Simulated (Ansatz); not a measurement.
MgInCu4 in space group F-43m (No. 216; Cu on 16e, Mg on 4a, In on 4c), PBE (plane waves, PAW; program Ansatz), all energies at zero smearing, with the estimated change up to a 700 eV cutoff added, with one set of potentials and settings (totals compare only within such a set). Cell of 6 atoms (4 Cu, 1 Mg, 1 In): -34023.020 eV.

```csv
element,reference phase,E (eV/atom)
Cu,"Fm-3m, 1 atoms in the cell",-6625.1757
Mg,"P6_3/mmc, 2 atoms in the cell",-1923.8026
In,"I4/mmm, 1 atoms in the cell",-5597.8481
```

Formation energy per atom, worked out: (-34023.020 − 4×(-6625.1757) − 1×(-1923.8026) − 1×(-5597.8481))/6 = -0.111 eV/atom (-11 kJ per mol of atoms), at 0 K, without zero-point energy or fitted corrections.

The workflow started from an entry of the Crystallography Open Database (COD). Whether it is the stable phase at ambient conditions was not checked. Symmetry was held in the PBE relaxation; whether a distortion lowers the energy is not shown. The run is not spin-polarised. The references are the lowest solids computed at this level, not always the standard phases.

Potentials: the later of the program's two PAW sets.
